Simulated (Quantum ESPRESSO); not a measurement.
# Planted mistakes on one cell of GaHf2NbO8

Calculated results; nothing here was measured. They come from pw.x of Quantum ESPRESSO 7.5, a plane-wave density functional program, with PseudoDojo standard norm-conserving files (v0.5 for PBE, v0.4.1 for LDA and PBEsol). The cells are made up: elements, strain and atom displacements were drawn at random, and nothing was relaxed. There is no spin polarisation, spin-orbit coupling or dispersion term.

The hafnium file is less sure than the others, with forces about 3 percent (worst 6) and pressure in oxides about 1.5 GPa (worst 2.7) from a second method in checks, which no rerun with the same files tests.

The cell has 12 sites of a rutile lattice (two cells along c). Sites 1 to 4 hold Ga Hf Nb Hf; sites 5 to 12 hold O O O O O O O O. Cell vectors in Å: (4.764, 0.000, 0.000); (0.000, 4.764, 0.000); (0.000, 0.000, 6.300). Settings: PBE, cutoff 1143 eV, 5 x 5 x 4 k mesh shifted by half a step, Fermi-Dirac smearing of 0.025 eV.

The intended run has a self-consistency threshold of 1e-07 eV, a smearing term of 0.000 eV, a pressure of 2.23 GPa and 15 iterations. Each further run changes one thing: all lengths scaled by 0.9877; atoms of sites 1 and 4 exchanged; k mesh 2 x 2 x 2; one electron added; smearing 0.57 eV; threshold 0.03 eV. A coarse mesh keeps the shift, and a charged cell sits in a uniform background.

```
run  change of free energy (eV)  smearing term -TS (eV)  change of P (GPa)  largest change of a force component (eV/Å)  iterations
  A                       0.218                   0.000               9.12                                       0.372          15
  B                      11.853                  -0.001              20.92                                       0.836          14
  C                       0.013                   0.000              -0.65                                       0.075           7
  D                      -0.394                  -1.557               1.77                                       0.431          15
  E                      -0.146                   0.000              -0.56                                       1.510          15
  F                      -0.008                   0.000               0.01                                       0.021          15
```

A rerun of the intended cell at 1467 eV and k mesh 7 x 7 x 6 moved values by no more than 0.004 eV in the cell's energy, 0.04 GPa in stress and 0.002 eV/Å in force.

Question: which change belongs to which run?

## Worked reading

Run C has the fewest iterations, as a run stopped early does. Run D has the largest smearing term, as wide smearing gives. Run A changes the volume by a factor of 0.9636; minus its pressure change over the logarithm of that factor, 246 GPa, is a rough bulk modulus with clamped atoms. Energies from files of another functional, or of a charged cell, have another zero and say nothing on stability; the pressure of a charged cell rests on the program's zero of potential too.

## Key

```
run,change
A,all lengths scaled by 0.9877
B,one electron added
C,threshold 0.03 eV
D,smearing 0.57 eV
E,atoms of sites 1 and 4 exchanged
F,k mesh 2 x 2 x 2
```